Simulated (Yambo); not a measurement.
```
CELL_PARAMETERS angstrom
      0.00000     2.71772     2.71772
      2.71772     0.00000     2.71772
      2.71772     2.71772     0.00000
ATOMIC_POSITIONS crystal
  Na 0.00000 0.00000 0.00000
  Cl 0.50000 0.50000 0.50000
```

Response from Yambo on PBEsol (Quantum ESPRESSO, PseudoDojo norm-conserving, 88 Ry, scalar-relativistic) bands: 16×16×16 mesh, 32 bands, 4 Ry local-field block, 0.2 eV broadening.

Give the static electronic dielectric constant without and with local fields.


```csv
field along,"ε(0), independent particles","ε(0), RPA with local fields",refractive index √ε
x,2.91,2.47,1.57
```
Electronic (clamped-ion) response only. PBEsol gaps are usually too small, which raises these values. Convergence of the RPA response with its 16×16×16 mesh was not tested.

Geometry strained from the cell relaxed with PBEsol, atoms relaxed again.
